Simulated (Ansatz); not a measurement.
Values for one crystal, relaxed and computed with r²SCAN in the plane-wave PAW code Ansatz; other levels are named.

| Quantity | Value |
|---|---|
| Volume per atom | 22.83 Å³ |
| Electronic character | metallic (no gap) |
| Formation energy from the elements (no fitted shifts) | -1.90 eV/atom |
| Density of states at the Fermi level | 0.30 states/eV per atom (mean over ±0.08 eV) |

Which compound is it?
(A) Ni6Ge2B, P-62m (Ni on 3f, Ni on 3g, Ge on 2c, B on 1b)
(B) YSi2Au2, I4/mmm (Y on 2a, Si on 4e, Au on 4d)
(C) Y3GeS2, P-3m1 (Y on 2d, Y on 1b, Ge on 1a, S on 2d)
(D) YAlSi, Cmcm (Y on 4c, Al on 4a, Si on 4c)

C, Y3GeS2, P-3m1 (Y on 2d, Y on 1b, Ge on 1a, S on 2d)

The workflow started from a Materials Project entry (that database holds measured and hypothetical structures alike); the Crystallography Open Database copy checked does not list it. Whether it is the stable phase at ambient conditions was not checked. The cell was relaxed with r²SCAN under the symmetry of its start; whether a distortion lowers the energy is not shown. No spin polarisation was allowed. With an odd number of electrons in the cell and no spin polarisation, the count alone makes it a metal. The references are the lowest solids computed at this level, not always the standard phases. Spin–orbit coupling is left out wherever it is not named.

Potentials: the earlier of the program's two PAW sets.
